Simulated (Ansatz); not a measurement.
BaTe:
```xyz
2
Lattice="0.0000 3.5316 3.5316 3.5316 0.0000 3.5316 3.5316 3.5316 0.0000" Properties=species:S:1:pos:R:3 pbc="T T T"
Ba     0.0000     0.0000     0.0000
Te     3.5316     3.5316     3.5316
```

Relaxed with r²SCAN. Special points in fractions of this cell's reciprocal vectors: Γ (0.000, 0.000, 0.000); X (0.500, 0.000, 0.500); U (0.625, 0.250, 0.625); K (0.375, 0.375, 0.750); L (0.500, 0.500, 0.500); W (0.500, 0.250, 0.750).

### Question
List the band energies nearest the valence-band maximum at these points for DFT-r²SCAN in the program Ansatz with PAW potentials.

### Answer
In eV from the valence-band maximum; about four levels below and three above (degenerate sets whole), none deeper than 8.9 eV; points with the same levels are listed once.

```json
[
 {"k": "Γ", "below": "0.00 0.00 0.00", "above": "3.43 3.43 3.43"},
 {"k": "X", "below": "-1.08 -0.36 -0.36", "above": "2.00 4.97 5.31"},
 {"k": "U", "below": "-1.16 -1.00 -0.70", "above": "3.02 5.43 5.66"},
 {"k": "L", "below": "-2.08 -1.01 -1.01", "above": "4.56 5.26 5.42 5.42"},
 {"k": "W", "below": "-1.17 -0.88 -0.88", "above": "3.94 3.94 5.42"}
]
```

Space group Fm-3m (rock salt). Symmetry was held in the r²SCAN relaxation. Scalar-relativistic: spin–orbit coupling is off unless named, which matters more the heavier the elements.

Potentials: the later of the program's two PAW sets.
